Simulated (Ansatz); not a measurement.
With r²SCAN in the plane-wave PAW code Ansatz, AlGa₃N₄ in the trigonal phase (P3m1; Pearson symbol hP8) relaxes to a = 3.163 Å, c = 10.278 Å. Ga on 1c has 4 nearest neighbours from 1.94 Å (tetrahedral); N on 1c has 4 nearest neighbours from 1.94 Å (tetrahedral); Ga on 1a has 4 nearest neighbours from 1.94 Å (tetrahedral); N on 1a has 4 nearest neighbours from 1.94 Å (tetrahedral). Against the elements it lies at -85 kJ/mol of atoms, with no fitted shifts.

The Kohn–Sham gap is 2.80 eV (direct). The valence maximum lies at Γ and the conduction minimum at Γ. HSE06 on the same cell gives 3.64 eV. Gap from r²SCAN with spin–orbit coupling: 2.80 eV. The electron mass is 0.22 mₑ (isotropic).

The bulk modulus is 200 GPa. The relaxed-ion elastic constants in GPa are C11 = 373, C12 = 134, C13 = 96.5, C14 = -0.8, C33 = 402, C44 = 102. The elastic constants imply a Debye temperature near 690 K. Bader charges are Ga +1.65 to +1.66, N -2.27 to -1.66, Al +2.48 e.

The start of the workflow was typed in or built on a structure type; neither database checked (COD, Materials Project) lists it. Whether it is the stable phase at ambient conditions was not checked. The r²SCAN relaxation kept the symmetry of its start; whether a distortion lowers the energy is not shown. The references are the lowest solids computed at this level, not always the standard phases (solids in place of the gases). Scalar-relativistic: spin–orbit coupling is off unless named, which matters more the heavier the elements.

Potentials: the earlier of the program's two PAW sets.
